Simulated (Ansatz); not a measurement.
Calculated with Ansatz: Ba2H, settings compared

Launch command:

```bash
ansatz run input.yaml --threads 1 --pin off --max-ram 2560MiB --backend cpu --events-out ev --progress --plain --runs-dir out
```

Input:

```yaml
crystal:
  lattice:
    - [0.0, 3.929685, 0.0]
    - [3.929685, 0.0, 0.0]
    - [1.964843, 1.964843, -7.106181]
  atoms:
    - { symbol: Ba, position: [0.37, 0.37, 0.26] }
    - { symbol: Ba, position: [0.63, 0.63, 0.74] }
    - { symbol: H, position: [0.0, 0.0, 0.0] }
  symmetry: { tolerance: 0.0003 }
kpoints:
  mp_grid: { grid: [5, 5, 5], shift: [0, 0, 0] }
magnetization:
  spin_polarized: false
scf:
  occupations: { method: methfessel_paxton, width: 0.0911 }
hamiltonian:
  pseudopotentials: { kind: paw }
  xc: r2scan
basis:
  ecutwfc: 500
output:
  forces: true
  stress: true
  eigenvalues: true
  write_density: true
  write_potential: true
  elf: true
  volumetric_format: npy
```

Origin of the cell: a known structure type with other elements, at an estimated volume, so it need not be a known compound.

Output of this run (shortened):

```
Pseudopotentials: kind: paw
Pseudopotential: Ba, paw, valence charge 10, recommended cutoff 500 eV (meta_gga), Ba.paw.azcp
Pseudopotential: H, paw, valence charge 1, recommended cutoff 500 eV (meta_gga), H.paw.azcp
Functional definition: r2SCAN
  exchange = r2scan_x(k0 = k0, k1 = k1, a1 = a1)
  correlation = r2scan_c
Crystal: 3 atoms, lattice volume = 109.737 Å³
Basis set: ecut = 500 eV, 2809 PW (Γ), exchange–correlation on 120×120×240 points (64 copies of the dense FFT grid, shifted against one another)
Bands: 15, of which v1, the nominal top of the filled ones, is band 11 counted from 1 (10 counted from 0)
Symmetry: 16 space group operations
Space group: I4/mmm (ITA 139), of the structure as read, at distance tolerance 1.4e-3 Å
[… 6 lines left out …]
Initial density: superposition of atomic densities (neutral atoms: chi_scale 0, normalization atom), corrected by the library's trained network
Functional: x = r2scan, c = r2scan; τ floored in thin density (d = 2e-4 eV/Å³)
SCF iter   1: F=—  HF=-11944.652279 eV  Δρ=5.52e-3  dr2=1.41e-1  dr2_τ=3.44e-3
SCF iter   2: F=—  HF=-11944.751131 eV  S|Δr|=    0.00e0  Δρ=3.63e-3  dr2=7.74e-2  dr2_τ=3.49e-4  defer=1
SCF iter   3: F=—  HF=-11944.737143 eV  S|Δr|=    0.00e0  Δρ=8.36e-4  dr2=5.56e-3  dr2_τ=8.64e-5  defer=1
SCF iter   4: F=—  HF=-11944.737592 eV  S|Δr|=    0.00e0  Δρ=3.34e-4  dr2=6.05e-4  dr2_τ=1.50e-5  defer=1
SCF iter   5: F=—  HF=-11944.737564 eV  S|Δr|=    0.00e0  Δρ=1.46e-4  dr2=4.11e-5  dr2_τ=8.65e-7  defer=1
SCF iter   6: F=—  HF=-11944.737579 eV  S|Δr|=    0.00e0  Δρ=3.64e-5  dr2=2.78e-6  dr2_τ=9.88e-8  defer=1
SCF iter   7: F=—  HF=-11944.737580 eV  S|Δr|=    0.00e0  Δρ=8.88e-6  dr2=1.71e-7  dr2_τ=5.18e-9  defer=1
SCF iter   8: F=-11944.737580 eV  HF=-11944.737580 eV  S|Δr|=    0.00e0  Δρ=2.90e-6  dr2=2.19e-8  dr2_τ=1.71e-10
SCF 1 converged in 8 iterations: F = -11944.737580 eV  dr2 = 2.19e-8
SCF converged after 8 iterations
Stability not checked: this state was not tested for a lower state beside it, because cold or Methfessel-Paxton smearing, or corrected tetrahedra, fill the levels in a way that the test cannot read (fill_not_monotonic; […]
Free energy (F): -11944.737580 eV
Harris-Foulkes:  -11944.737580 eV  (|F-HF|=4.96e-9)
Internal energy: -11944.733585 eV  (E = F + TS)
E sigma→0 (E₀):  -11944.736581 eV
Entropy (-TS):   -0.003995 eV (-1.332 meV/atom)
Fermi energy:    7.263788 eV
--- Per-component energies (eV) ---
  E_band       = -153.806157
  E_kinetic    = 346.961779
  E_local      = -669.513878  (includes V_loc(G=0)·N_el)
  E_nonlocal   = 113.201422
  E_hartree    = 207.879030
  E_xc         = -320.459906
  E_vxc        = -303.851173  (∫ρ·V_xc dr)
  E_paw        = -10503.701769  (= ΣΔE_a)
  E_vpaw       = -71.234138  (= ΣTr[D̂ρ^β])
  E_aug_tail   = -0.000356  (compensation charges beyond the density's cutoff)
  E_vtau       = 14.871869  (kinetic-family band-sum trace: ∫τ·v_τ [+ j·A + Jᵃ·Aᵃ] dr)
  E_ewald      = -1119.240740
  E_core_change = 0.140832  (= ΣΔE_core)
  E_smearing   = -0.003995  (= −TS)
  Σ components = -11944.737580   (vs F -11944.737580, Δ=0.00e0)
--- Forces (eV/Å), atoms counted from 1 ---
  atom   1  Ba    -0.000000    -0.000000     0.331845
  atom   2  Ba     0.000000     0.000000    -0.331845
  atom   3  H     -0.000000    -0.000000     0.000000
  max |Σ_I F_I| component: 1.11e-16 eV/Å
--- Stress (GPa, compression-positive) ---
       -1.097983       0.000000      -0.000000
        0.000000      -1.097983      -0.000000
       -0.000000      -0.000000       1.112449
  P = ⅓ Tr σ = -0.3612 GPa (-3.612 kbar)
```

The same input was run again with these changes:

1. `kpoints.mp_grid.grid` [5, 5, 5] → [3, 3, 3]
2. `scf.occupations.method` methfessel_paxton → gaussian; `scf.occupations.width` 0.0911 → 0.15; `hamiltonian.xc` r2scan → revpbe
3. `scf.mixing.preconditioner` default → local_kerker
4. `scf.eigensolver.kind` default → davidson; `basis.precision` default → f64; `basis.ecutwfc` 500 → "550 eV"

| run | end | SCF iterations | P (GPa) | max force component (eV/Å) | moment (μB) | ΔE(σ→0) (meV/atom) |
| --- | --- | --- | --- | --- | --- | --- |
| base | converged | 8 | -0.36 | 0.332 | – | 0 |
| 1 | converged | 7 | -0.62 | 0.156 | – | 14.53 |
| 2 | converged | 7 | 0.37 | 0.187 | – | – |
| 3 | converged | 7 | -0.36 | 0.332 | – | 0.00 |
| 4 | converged | 10 | -0.36 | 0.332 | – | -0.09 |

Energies are compared only where functional, datasets, charge and starting cell are the same.

Not properties of the system: run 1 (too coarse or loose: `kpoints.mp_grid.grid` = [3, 3, 3]).

Caveats of the base run: no moments, though an odd count or open d shells may carry them; the k mesh is coarse if the cell is a metal.

Run 2: forces of this functional can be a tenth off on datasets made under PBE.

The base run took 8.9 s on 1 thread of Intel(R) Xeon(R) Platinum 8488C (Sapphire Rapids), on a shared host, peak memory 0.6 GiB, from the program's own first density.
